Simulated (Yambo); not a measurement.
G0W0@PBEsol for MgS (zinc blende, space group F-43m, No. 216) in Yambo. Reference settings: 4×4×4 Γ-centred k mesh, bands 5 to 100 and a 10 Ry block in the screening, 100 bands in G with the Bruneval-Gonze terminator, plasmon pole fitted at 27.2 eV. The PBEsol gap Γ → Γ on this mesh is 3.31 eV; G0W0 gaps are taken between the same points.

With and without the terminator, as bands are cut:

```tsv
bands in G (in W)	gap, terminator (eV)	gap, none (eV)	valence shift, terminator (eV)	valence shift, none (eV)
34 (100)	5.190	5.029	-1.341	-0.962
63 (100)	5.188	5.112	-1.362	-1.196
100 (100)	5.192	5.164	-1.369	-1.300
```

Over this range the gap spans 0.004 eV with the terminator and 0.135 eV without, the valence shift 0.028 eV and 0.338 eV. Neither column has reached its limit for certain.

Geometry relaxed with PBEsol; primitive cell a = 3.9968 Å, b = 3.9968 Å, c = 3.9968 Å, α = 60.00°, β = 60.00°, γ = 60.00°.

This is not the ordinary phase of the substance; no match was found in the copy of COD used, and its stability was not checked.

A shift is the quasiparticle energy of the state minus its PBEsol energy.
